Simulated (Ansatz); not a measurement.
This cell of Hf$_{2}$Ga (space group I4/mcm) is off equilibrium:

```
CELL_PARAMETERS angstrom
     -3.24464     3.24464     2.66923
      3.24464    -3.24464     2.66923
      3.24464     3.24464    -2.66923
ATOMIC_POSITIONS crystal
  Hf 0.15387 0.65387 0.80775
  Hf 0.84613 0.34613 0.19225
  Hf 0.65387 0.84613 0.50000
  Hf 0.34613 0.15387 0.50000
  Ga 0.75000 0.75000 0.00000
  Ga 0.25000 0.25000 0.00000
```

Calculation: PBEsol (plane waves to 420 eV, PAW, scalar-relativistic; Ansatz, an electronic-structure program). k mesh 11×11×11 (Γ-centred), Fermi-Dirac smearing 0.05 eV. The energy includes the smearing's −TS. Compression counts positive. As the atoms are clamped, bonds stretch with the cell, which overstates energies and stresses. With partly filled bands, the response to shear is sensitive to the k mesh, so small differences along c/a are uncertain. Hf2Ga is run without spin polarisation. Hf2Ga was relaxed with its symmetry unable to fall. Spin-orbit coupling is left out, though Hf is heavy.

Q: Give the stress tensor in GPa and the pressure.

A: 
```
    3.9      0.0      0.0
    0.0      3.9      0.0
    0.0      0.0     -0.5
```
The pressure, a third of the trace, is 2.4 GPa.

Q: It is the relaxed cell deformed to V/V₀ = 0.980, (c/a)/(c/a)₀ = 1.040, c along z, fractional positions held. What is its energy relative to the relaxed cell?

A: 10 meV/atom.

(A scan under strain: stresses follow from slopes of the energy per volume, elastic moduli from its curvatures.)
